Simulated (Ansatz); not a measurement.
Relaxed Si (diamond):

```xyz
4
Lattice="0.0000 5.4443 5.4443 2.7222 2.7222 5.4443 2.7222 2.7222 0.0000" Properties=species:S:1:pos:R:3 pbc="T T T"
Si     2.7222     2.7222     2.7222
Si     2.7222     5.4443     5.4443
Si     4.0832     9.5275     9.5275
Si     4.0832     6.8054     6.8054
```

The atoms are displaced by Q × the pattern below (from a DFPT mode at X = (0.5, 0.5, 0.0), largest move 1; Q in Å), at fixed cell. It is one choice among 2 degenerate patterns. (q is in reciprocal vectors of the primitive cell; the cell shown is doubled to hold the pattern.)

| atom | x | y | z |
|---|---|---|---|
| Si1 | -0.129 | 0.992 | 0.000 |
| Si2 | 0.129 | -0.992 | 0.000 |
| Si3 | -0.992 | 0.129 | 0.000 |
| Si4 | 0.992 | -0.129 | 0.000 |

Computed with r2SCAN (plane waves to 500 eV, PAW, scalar-relativistic; Ansatz, an electronic-structure program). k mesh 10×10×10 (Γ-centred), Fermi-Dirac smearing 0.05 eV. E stands for the smeared free energy. Si was relaxed with its symmetry unable to fall. ΔE is measured from the undisplaced structure.

| Q (Å) | ΔE (meV/cell) |
|---|---|
| -0.1000 | 441 |
| -0.0833 | 306 |
| -0.0667 | 195 |
| -0.0500 | withheld |
| -0.0333 | 49 |
| -0.0167 | 12 |
| 0.0000 | 0 |
| 0.0167 | 12 |
| 0.0333 | 49 |
| 0.0500 | withheld |
| 0.0667 | 195 |
| 0.0833 | 306 |
| 0.1000 | 441 |

Fit an even polynomial form (powers 2, 4) to the given rows and predict ΔE at Q = 0.0500.

Least squares on the 11 given rows: ΔE = (43830)·Q² + (28470)·Q⁴, in meV/cell with Q in Å; root-mean-square residual 0.4 meV/cell. At 0.0500 the fit gives 110 meV/cell; the calculation gives 110 meV/cell, the same to the digits shown. The quadratic term alone would give 110 meV/cell.

(For displaced atoms, the force is minus the slope of the energy, and its curvature is a force constant, which sets phonon frequencies.)
